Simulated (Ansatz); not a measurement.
BeS:
```cif
data_BeS
_chemical_formula_sum 'Be1 S1'
_space_group_name_H-M_alt 'P 1'
_space_group_IT_number 1
_cell_length_a 2.89473
_cell_length_b 2.89473
_cell_length_c 2.89473
_cell_angle_alpha 90.000
_cell_angle_beta 90.000
_cell_angle_gamma 90.000
loop_
_space_group_symop_operation_xyz
  'x, y, z'
loop_
_atom_site_label
_atom_site_type_symbol
_atom_site_fract_x
_atom_site_fract_y
_atom_site_fract_z
_atom_site_occupancy
Be1 Be 0.00000 0.00000 0.00000 1
S1 S 0.50000 0.50000 0.50000 1
```

Relaxed with PBEsol.

Problem. Decompose the optical modes at the zone centre into irreducible representations, and say which are infrared and Raman allowed.

Solution. Point group m-3m: Γ_opt = T1u. Infrared: T1u. Raman: none.

Problem. Assign frequencies (DFPT, the program Ansatz at the PBEsol level (PAW)).

Solution. T1u 306i cm⁻¹.

Space group Pm-3m (CsCl type). The cell is a constructed one: a structure type filled with these elements; neither database checked (COD, Materials Project) lists it. COD files the formula under space group No. 216, so this cell is another polymorph or a model. Its standing as an ambient phase is unchecked. Symmetry was held in the PBEsol relaxation. At this level the phase is dynamically unstable (imaginary phonons). As this level gives no gap, phonon frequencies hold no LO–TO term and depend on the k-mesh and smearing (Fermi–Dirac, 0.1 eV here).

Potentials: the later of the program's two PAW sets.
